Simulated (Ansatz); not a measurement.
LaCoN3:
```
CELL_PARAMETERS angstrom
      5.23595     1.98629     0.00000
     -5.23595     1.98629     0.00000
     -1.53459     0.00000     7.14816
ATOMIC_POSITIONS crystal
  La 0.83391 0.16609 0.20332
  La 0.16609 0.83391 0.79668
  Co 0.53932 0.46068 0.15474
  Co 0.46068 0.53932 0.84526
  N  0.36605 0.63395 0.02564
  N  0.63395 0.36605 0.97436
  N  0.60504 0.39496 0.38068
  N  0.39496 0.60504 0.61932
  N  0.34961 0.65039 0.45895
  N  0.65039 0.34961 0.54105
```

Relaxed with LDA. Special points in fractions of this cell's reciprocal vectors: Γ (0.000, 0.000, 0.000); C (0.288, 0.288, 0.000); C2 (-0.288, 0.712, 0.000); Y2 (-0.500, 0.500, 0.000); M2 (-0.500, 0.500, 0.500); D (-0.276, 0.724, 0.500); D2 (0.276, 0.276, 0.500); A (0.000, 0.000, 0.500); L2 (0.000, 0.500, 0.500); V2 (0.000, 0.500, 0.000).

### Question
List the band energies nearest the valence-band maximum at these points for the program Ansatz at the LDA level (PAW).

### Answer
In eV from the valence-band maximum; about four levels below and three above (degenerate sets whole), none deeper than 8.9 eV; points with the same levels are listed once.

```
k                     below           above
--  -----------------------  --------------
Γ   -1.53 -1.34 -1.08 -0.57  0.51 1.26 1.40
C   -1.23 -1.18 -0.78 -0.14  0.47 0.85 1.06
Y2   -1.66 -1.55 -1.16 0.00  0.42 1.20 1.24
M2  -1.44 -1.27 -1.14 -0.03  0.42 0.62 1.33
D   -1.20 -0.92 -0.70 -0.10  0.68 0.83 1.09
A   -1.58 -1.34 -0.65 -0.33  0.71 0.85 0.89
L2  -1.19 -0.84 -0.56 -0.19  0.67 0.91 0.95
V2  -1.24 -1.18 -0.79 -0.16  0.41 0.88 0.91
```

Space group C2/m. The workflow started from a Materials Project entry (that database holds measured and hypothetical structures alike); the Crystallography Open Database copy checked does not list it. Whether it is the stable phase at ambient conditions was not checked. The LDA relaxation kept the symmetry of its start; whether a distortion lowers the energy is not shown. No spin polarisation was allowed. Spin–orbit coupling is left out wherever it is not named.

Potentials: the later of the program's two PAW sets.
